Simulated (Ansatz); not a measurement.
Ansatz (an electronic-structure program) input:

Ansatz 0.2 input:
```yaml
crystal:
  lattice:
    - [-3.3232671417, 3.3232671417, 3.0073576229]
    - [3.3232671417, -3.3232671417, 3.0073576229]
    - [3.3232671417, 3.3232671417, -3.0073576229]
  atoms:
    - { symbol: Hf, position: [0.0, 0.0, 0.0] }
    - { symbol: Hf, position: [0.75, 0.25, 0.5] }
    - { symbol: Si, position: [0.25, 0.75, 0.5] }
    - { symbol: Si, position: [0.5, 0.5, 0.0] }
    - { symbol: O, position: [0.1347296863, 0.3189099305, 0.8158197558] }
    - { symbol: O, position: [0.0689099305, 0.7530901747, 0.6841802442] }
    - { symbol: O, position: [0.5030901747, 0.3189099305, 0.1841802442] }
    - { symbol: O, position: [0.0689099305, 0.3847296863, 0.3158197558] }
    - { symbol: O, position: [0.6152703137, 0.9310900695, 0.6841802442] }
    - { symbol: O, position: [0.6810900695, 0.8652703137, 0.1841802442] }
    - { symbol: O, position: [0.2469098253, 0.9310900695, 0.3158197558] }
    - { symbol: O, position: [0.6810900695, 0.4969098253, 0.8158197558] }
kpoints:
  mp_grid: { grid: [5, 5, 5] }
  band_path:
    path:
      - [[0.0, 0.0, 0.0], [0.0, 0.0, 0.5], [-0.5, 0.5, 0.5], [0.0, 0.0, 0.0], [0.4547291357, 0.4547291357, -0.4547291357]]  # Γ-X-M-Γ-Z
      - [[-0.4547291357, 0.5452708643, 0.4547291357], [-0.5, 0.5, 0.5]]  # Z_0-M
      - [[0.0, 0.0, 0.5], [0.25, 0.25, 0.25], [0.0, 0.5, 0.0], [0.0, 0.0, 0.0]]  # X-P-N-Γ
      - [VBM, CBM]
    npoints: 9
basis: { ecutwfc: 600, xc_grid: 2 }
hamiltonian:
  xc: pbe
  pseudopotentials: { azcp: { folder: ./paw }, kind: paw_fr }
magnetization: { noncollinear: true, spin_orbit: true }
scf:
  n_extra_bands: 24
  convergence: { dr2_threshold: 0.0000000001 }
  occupations: { method: gaussian, width: 0.01 }
checkpoint: { write: soc.run }
output: { eigenvalues: true }
```

Output (shortened):

```
Pseudopotential: Hf, paw, valence charge 26
Pseudopotential: Si, paw, valence charge 4
Pseudopotential: O, paw, valence charge 6
Functional definition: PBE
non-collinear run that drives no moment, with spin-orbit …
Crystal: 12 atoms, lattice volume = 132.854 Å³
Basis set: ecut = 600 eV, 4433 PW (Γ), exchange–correlation on 90×90×90 points (8 copies of the dense FFT grid, shifted against one another)
Bands: 132, of which v1, the nominal top of the filled ones, is band 108 counted from 1 (107 counted from 0)
Symmetry: 16 space group operations + 16 with time reversal
k-points: 18 of 125
Projection manifold: j_resolved (fully-relativistic pseudo-atomic orbitals)
SCF iter   1: F=—  HF=-37318.259634 eV  |F-HF|=—  |Δ(HF+E_count)|=         —  Δρ=1.09e-1  dr2=2.36e1  dr2_m=0.00e0 (ungated)  ethr=3.10e-3  |M|=0.00e0 ∫|m|=0.00e0 μB  |m|>n=0.0e0 m-floor=0.0e0 τ_xc=0.0e0  β_m=0.30  ⟨swp⟩=6.0  Hψ=5400  notcnv=0  defer=66
preconditioner: auto → Resta (q_TF=auto, 2.636 Å⁻¹)
spin=Noncollinear: Resta preconditioning applied to the charge; magnetization (m_x, m_y, m_z) channels mix plain (no charge-response kernel on spin).
SCF iter   2: F=—  HF=-37313.734890 eV  |F-HF|=—  |Δ(HF+E_count)|=    4.52e0  Δρ=7.08e-2  dr2=9.37e0  dr2_m=0.00e0 (ungated)  ethr=3.10e-3  |M|=0.00e0 ∫|m|=0.00e0 μB  |m|>n=0.0e0 m-floor=0.0e0 τ_xc=0.0e0  β_m=0.52  ⟨swp⟩=3.0  Hψ=2449  notcnv=0  defer=320
SCF iter   3: F=—  HF=-37310.902020 eV  |F-HF|=—  |Δ(HF+E_count)|=    2.83e0  Δρ=2.54e-2  dr2=8.40e-1  dr2_m=0.00e0 (ungated)  ethr=3.10e-3  |M|=0.00e0 ∫|m|=0.00e0 μB  |m|>n=0.0e0 m-floor=0.0e0 τ_xc=0.0e0  β_m=0.48  ⟨swp⟩=3.3  Hψ=2117  notcnv=0  defer=320
SCF iter   4: F=—  HF=-37310.704045 eV  |F-HF|=—  |Δ(HF+E_count)|=   1.98e-1  Δρ=1.16e-2  dr2=1.12e-1  dr2_m=0.00e0 (ungated)  ethr=7.78e-4  |M|=0.00e0 ∫|m|=0.00e0 μB  |m|>n=0.0e0 m-floor=0.0e0 τ_xc=0.0e0  β_m=0.74  ⟨swp⟩=3.3  Hψ=2376  notcnv=0  defer=322
SCF iter   5: F=—  HF=-37310.777570 eV  |F-HF|=—  |Δ(HF+E_count)|=   7.35e-2  Δρ=4.05e-3  dr2=2.38e-2  dr2_m=0.00e0 (ungated)  ethr=1.04e-4  |M|=0.00e0 ∫|m|=0.00e0 μB  |m|>n=0.0e0 m-floor=0.0e0 τ_xc=0.0e0  β_m=0.86  ⟨swp⟩=2.7  Hψ=2140  notcnv=0  defer=332
SCF iter   6: F=—  HF=-37310.777062 eV  |F-HF|=—  |Δ(HF+E_count)|=   5.08e-4  Δρ=3.01e-3  dr2=7.08e-3  dr2_m=0.00e0 (ungated)  ethr=2.20e-5  |M|=0.00e0 ∫|m|=0.00e0 μB  |m|>n=0.0e0 m-floor=0.0e0 τ_xc=0.0e0  β_m=0.68  ⟨swp⟩=3.1  Hψ=1940  notcnv=0  defer=332
SCF iter   7: F=—  HF=-37310.773740 eV  |F-HF|=—  |Δ(HF+E_count)|=   3.32e-3  Δρ=5.88e-4  dr2=4.51e-4  dr2_m=0.00e0 (ungated)  ethr=6.55e-6  |M|=0.00e0 ∫|m|=0.00e0 μB  |m|>n=0.0e0 m-floor=0.0e0 τ_xc=0.0e0  β_m=0.84  ⟨swp⟩=2.0  Hψ=2044  notcnv=0  defer=332
SCF iter   8: F=—  HF=-37310.774340 eV  |F-HF|=—  |Δ(HF+E_count)|=   6.00e-4  Δρ=1.17e-4  dr2=2.40e-5  dr2_m=0.00e0 (ungated)  ethr=4.18e-7  |M|=0.00e0 ∫|m|=0.00e0 μB  |m|>n=0.0e0 m-floor=0.0e0 τ_xc=0.0e0  β_m=0.91  ⟨swp⟩=2.0  Hψ=2040  notcnv=0  defer=332
SCF iter  13: F=-37310.774330 eV  HF=-37310.774330 eV  |F-HF|=0.00e0  |Δ(HF+E_count)|=  1.53e-10  Δρ=5.29e-8  dr2=4.18e-12  dr2_m=0.00e0 (ungated)  ethr=1.00e-12  |M|=0.00e0 ∫|m|=0.00e0 μB  |m|>n=0.0e0 m-floor=0.0e0 τ_xc=0.0e0  ⟨swp⟩=11.3  Hψ=4399  notcnv=0
SCF 1 converged in 13 iterations: F = -37310.774330 eV  dr2 = 4.18e-12
NSCF: frozen V_eff on 30 k-points
NSCF: frozen V_eff on 30 k-points
NSCF: frozen V_eff on 30 k-points
NSCF: frozen V_eff on 30 k-points
NSCF: frozen V_eff on 22 k-points
NSCF: frozen V_eff on 7 k-points
NSCF: frozen V_eff on 25 k-points
NSCF: frozen V_eff on 19 k-points
NSCF: frozen V_eff on 6 k-points
NSCF: frozen V_eff on 10 k-points
NSCF: frozen V_eff on 12 k-points
NSCF: frozen V_eff on 9 k-points
NSCF: frozen V_eff on 7 k-points
NSCF: frozen V_eff on 85 k-points
SCF converged after 13 iterations
Magnetization: |M| = 0.0000 μB,  M = (+0.0000, +0.0000, +0.0000) μB
Absolute magnetization: 0.0000 μB (∫|m|)
  site 0: m = (+0.0000, +0.0000, +0.0000) μB, |m| = 0.0000 μB  (R = 0.88 Å)
  site 1: m = (+0.0000, +0.0000, +0.0000) μB, |m| = 0.0000 μB  (R = 0.88 Å)
  site 2: m = (+0.0000, +0.0000, +0.0000) μB, |m| = 0.0000 μB  (R = 0.68 Å)
  site 3: m = (+0.0000, +0.0000, +0.0000) μB, |m| = 0.0000 μB  (R = 0.68 Å)
  site 4: m = (+0.0000, +0.0000, +0.0000) μB, |m| = 0.0000 μB  (R = 0.68 Å)
  site 5: m = (+0.0000, +0.0000, +0.0000) μB, |m| = 0.0000 μB  (R = 0.68 Å)
  site 6: m = (+0.0000, +0.0000, +0.0000) μB, |m| = 0.0000 μB  (R = 0.68 Å)
  site 7: m = (+0.0000, +0.0000, +0.0000) μB, |m| = 0.0000 μB  (R = 0.68 Å)
  site 8: m = (+0.0000, +0.0000, +0.0000) μB, |m| = 0.0000 μB  (R = 0.68 Å)
  site 9: m = (+0.0000, +0.0000, +0.0000) μB, |m| = 0.0000 μB  (R = 0.68 Å)
  site 10: m = (+0.0000, +0.0000, +0.0000) μB, |m| = 0.0000 μB  (R = 0.68 Å)
  site 11: m = (+0.0000, +0.0000, +0.0000) μB, |m| = 0.0000 μB  (R = 0.68 Å)
Free energy (F): -37310.774330 eV
Harris-Foulkes:  -37310.774330 eV  (|F-HF|=0.00e0)
Internal energy: -37310.774330 eV  (E = F + TS)
E sigma→0 (E₀):  -37310.774330 eV
Fermi energy:    11.650048 eV
--- Per-component energies (eV) ---
  E_band       = -326.880186
  E_kinetic    = 2251.018304
  E_local      = -18625.359547  (includes V_loc(G=0)·N_el)
  E_nonlocal   = 606.025885
  E_hartree    = 8638.585224
  E_xc         = -1218.302060
  E_vxc        = -1335.898242  (∫ρ·V_xc dr)
  E_paw        = -17775.832474  (= ΣΔE_a)
  E_vpaw       = -499.838632  (= ΣTr[D̂ρ^β])
  E_aug_tail   = 0.001645  (compensation charges beyond the density's cutoff)
  E_ewald      = -11186.911307
  E_smearing   =  0.000000  (= −TS)
  E_closure    = 0.000000  (closes the sum)
  Σ components = -37310.774330   (vs F -37310.774330, Δ=0.00e0)
  [band-id]    e_kinetic+e_local+e_nonlocal+2·e_hartree+e_vxc+e_vpaw+e_augmentation_tail = -326.880140   (vs E_band -326.880186, Δ=4.62e-5)
--- Band table (eV; the first three rows and the last of 18) ---
  k-point 0: bands = ["-51.4324", "-51.4324", "-51.4251", "-51.4251", "-25.7672", "-25.7672", "-25.7193", "-25.7193", "-18.2067", "-18.2067", "-18.1247", "-18.1247", "-18.0655", "-18.0655", "-17.9789", "-17.9789", "-10.0243", "-10.0243", "-9.0306", "-9.0306", …
  k-point 1: bands = ["-51.4317", "-51.4317", "-51.4258", "-51.4258", "-25.7627", "-25.7627", "-25.7239", "-25.7239", "-18.1954", "-18.1954", "-18.1288", "-18.1288", "-18.0624", "-18.0624", "-17.9926", "-17.9926", "-9.8916", "-9.8916", "-9.0560", "-9.0560", …
  k-point 2: bands = ["-51.4299", "-51.4299", "-51.4276", "-51.4276", "-25.7509", "-25.7509", "-25.7361", "-25.7361", "-18.1685", "-18.1685", "-18.1428", "-18.1428", "-18.0498", "-18.0498", "-18.0235", "-18.0235", "-9.5563", "-9.5563", "-9.2119", "-9.2119", …
  k-point 17: bands = ["-51.4291", "-51.4291", "-51.4284", "-51.4284", "-25.7459", "-25.7459", "-25.7413", "-25.7413", "-18.1883", "-18.1883", "-18.1388", "-18.1388", "-18.0535", "-18.0535", "-18.0026", "-18.0026", "-9.5067", "-9.5067", "-9.4078", "-9.4078", …
```

Cost: roughly 16 core-minutes on shared cores.

Space group I4_1/amd. Symmetry was held in the PBE relaxation. The run is not spin-polarised.

Potentials: the earlier of the program's two PAW sets.

Ansatz is a plane-wave DFT program.
